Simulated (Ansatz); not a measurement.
**Ni (hcp): energy against volume**

Computed with DFT, LDA (PW92), plane waves (420 eV) with PAW, scalar-relativistic in Ansatz 0.2.0. (PAW data from PBE, frozen cores regenerated.)

The cell is scaled uniformly from the relaxed one, with fractional coordinates and shape fixed. Energies are extrapolated to zero smearing, pressures are those at the given smearing. Magnetic state: ferromagnetic.

A Birch-Murnaghan fit gives V₀ = 10.06 Å³/atom, B₀ = 252 GPa, B₀′ = 4.8.

Q: What are the energy above the minimum and the pressure at 8.846 Å³/atom?

A: 147.6 meV/atom and 44.32 GPa as computed.

Q: What are the energy above the minimum and the pressure at 9.651 Å³/atom?

A: 14.2 meV/atom and 11.71 GPa as computed.

Q: What are the energy above the minimum and the pressure at 11.259 Å³/atom?

A: 90.3 meV/atom and -21.52 GPa as computed.
